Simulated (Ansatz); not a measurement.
AlRu, in the lowest of the structures calculated here: Pm-3m (No. 221), cP2, CsCl type; a = 2.976 Å, b = 2.976 Å, c = 2.976 Å, α = 90.00°, β = 90.00°, γ = 90.00°; Ru 1a (0.000, 0.000, 0.000); Al 1b (0.500, 0.500, 0.500). Calculation: PBEsol (plane waves to 420 eV, PAW, scalar-relativistic; Ansatz, an electronic-structure program). Element references, the lowest calculated here: Ru (P6₃/mmc), Al (Fm-3m).

Total energies (eV/atom, σ → 0; comparable only within this code, potentials and settings):

```json
[
 {"phase": "AlRu (Pm-3m)", "E (eV/atom)": "-3171.152"},
 {"phase": "Ru (P6₃/mmc)", "E (eV/atom)": "-5816.504"},
 {"phase": "Al (Fm-3m)", "E (eV/atom)": "-524.548"},
 {"phase": "Al3Ru2 (I4/mmm)", "E (eV/atom)": "-2642.003"}
]
```

Q: What is the formation energy of this Pm-3m form of AlRu from the elements?

A: E_f = -3171.152 − [1 × (-524.548) + 1 × (-5816.504)] / 2 = -0.63 eV/atom (-1.3 eV per formula unit).

Q: Is it stable against the other phases calculated?

A: Yes: the most favourable decomposition, AlRu → 0.33 Al3Ru2 + 0.33 Ru (Ru P6₃/mmc, Al3Ru2 I4/mmm), costs 0.07 eV/atom.

Q: Over what range of chemical potentials is AlRu stable among the phases calculated here? Give the corners of its window as Δμ = μ − μ(element).

A: 
```tsv
in equilibrium with	Δμ(Al) (eV)	Δμ(Ru) (eV)
Ru	-1.25	0.00
Al3Ru2	-0.86	-0.40
```

At every corner Σ nΔμ equals the formation energy, about -1.3 eV per formula unit; the corners carry the error of several atoms' energies, a few 0.01 eV.

This is the hull of the energies calculated here, no anion corrections; phases that were not calculated are missing from it. Values are rounded to 0.01 eV/atom. The compounds carry no spin polarisation.
